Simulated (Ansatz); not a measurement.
CdF₂ built on the fluorite prototype, relaxed with r2SCAN: 11 runs in Ansatz 0.2.0, each a construction of maximally localised Wannier functions. The symmetry is Fm-3m (No. 225, cubic); conventional cell a = 5.388 Å, 13.04 Å³ an atom. Cd is surrounded by 8 F at 2.33 Å; F is surrounded by 4 Cd at 2.33 Å. Calculated for a static, non-magnetic cell.

```
Cd F
1.0
     0.00000    2.69418    2.69418
     2.69418    0.00000    2.69418
     2.69418    2.69418    0.00000
Cd F
1 2
Direct
  0.00000 0.00000 0.00000
  0.25000 0.25000 0.25000
  0.75000 0.75000 0.75000
```

Windows count from the top of the filled bands; a dash means that no such window was set (without an outer window there is no disentanglement). Rows marked drawn have settings drawn at random (some not listed).

```csv
functional,SCF mesh,trial orbitals,functions,mesh,window (eV),frozen (eV),settings,Ω total (Å²),Ω invariant (Å²),largest spread (Å²),least projectability,"interpolation miss of the model's filled bands (eV, to the nearest computed level)"
PBE,6×6×6,"F s, F p",8,4×4×4,–,–,chosen,8.34,7.90,1.04,0.62,0.043
PBE,6×6×6,"F s, F p",8,8×8×8,–,–,chosen,9.33,9.02,1.17,0.62,0.002
PBE,6×6×6,F p,6,6×6×6,–,–,chosen,9.11,8.91,1.52,0.62,0.007
PBE,6×6×6,Cd d,5,6×6×6,–,–,chosen,7.30,7.08,1.52,0.67,0.013
r2SCAN,6×6×6,"F s, F p",8,6×6×6,–,–,chosen,8.82,8.47,1.10,0.64,0.007
HSE06,6×6×6,"F s, F p",8,6×6×6,–,–,chosen,8.22,7.88,1.03,0.68,–
PBE,6×6×6,"F s, F p",8,7×7×7,–,–,drawn,9.22,8.89,1.15,0.64,0.008
PBE,6×6×6,"Cd d, F p",11,5×5×5,–,–,drawn,6.63,6.54,0.65,0.91,0.015
```

Problem. Estimate from these rows what the further settings give.
```tsv
functional	SCF mesh	trial orbitals	functions	mesh	window (eV)	frozen (eV)	settings
PBE	6×6×6	F s, F p	8	6×6×6	–	–	chosen
PBE	6×6×6	Cd d, F p	11	6×6×6	–	–	chosen
r2SCAN	6×6×6	F p	6	6×6×6	–	–	chosen
```

Solution.

| functional | SCF mesh | trial orbitals | functions | mesh | window (eV) | frozen (eV) | settings | Ω total (Å²) | Ω invariant (Å²) | largest spread (Å²) | least projectability | interpolation miss of the model's filled bands (eV, to the nearest computed level) |
| --- | --- | --- | --- | --- | --- | --- | --- | --- | --- | --- | --- | --- |
| PBE | 6×6×6 | F s, F p | 8 | 6×6×6 | – | – | chosen | 9.06 | 8.70 | 1.13 | 0.62 | 0.007 |
| PBE | 6×6×6 | Cd d, F p | 11 | 6×6×6 | – | – | chosen | 6.69 | 6.60 | 0.66 | 0.91 | 0.006 |
| r2SCAN | 6×6×6 | F p | 6 | 6×6×6 | – | – | chosen | 8.88 | 8.69 | 1.48 | 0.64 | 0.007 |

For F s, F p with PBE the spread goes 8.34 Å² (4×4×4), 9.06 Å² (6×6×6), 9.33 Å² (8×8×8): finite differences on a coarse mesh understate it.

The runs are scalar-relativistic, without spin-orbit coupling.
